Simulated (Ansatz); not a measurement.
CsI (CsCl type, Pm-3m), plane-wave PAW PBEsol (Ansatz code). The conduction-band minimum lies at Γ, with 1 equivalent valley. Second derivatives d²E/dk² of the lowest band at one valley (eV·Å²), along Cartesian directions:

```json
[
 {"direction": "[100]", "d²E/dk²": "28.62"},
 {"direction": "[010]", "d²E/dk²": "28.62"},
 {"direction": "[001]", "d²E/dk²": "28.62"},
 {"direction": "[110]", "d²E/dk²": "28.64"},
 {"direction": "[101]", "d²E/dk²": "28.64"},
 {"direction": "[011]", "d²E/dk²": "28.64"}
]
```

Task: Find the principal effective masses, the density-of-states mass and the conductivity mass.

Result: Off-diagonal terms follow from H_xy = H[110] − (H_xx + H_yy)/2, and m*/mₑ = 7.620 eV·Å² over each eigenvalue: 0.27, 0.27, 0.27. One valley's DOS mass (m₁m₂m₃)^(1/3) = 0.27, conductivity mass 3/(Σ 1/mᵢ) = 0.27 mₑ.

Task: What effective density of states Nc follows at 300 K for parabolic valleys?

Result: Nc = 2.509e19 × 1 × (0.27)^(3/2) ≈ 3.5e18 cm⁻³.

The PBEsol relaxation kept the symmetry of its start. Scalar-relativistic: spin–orbit coupling is off unless named, which matters more the heavier the elements.

Potentials: the later of the program's two PAW sets.

Edges and masses are those of Kohn–Sham bands, whose gap is no quasiparticle gap.
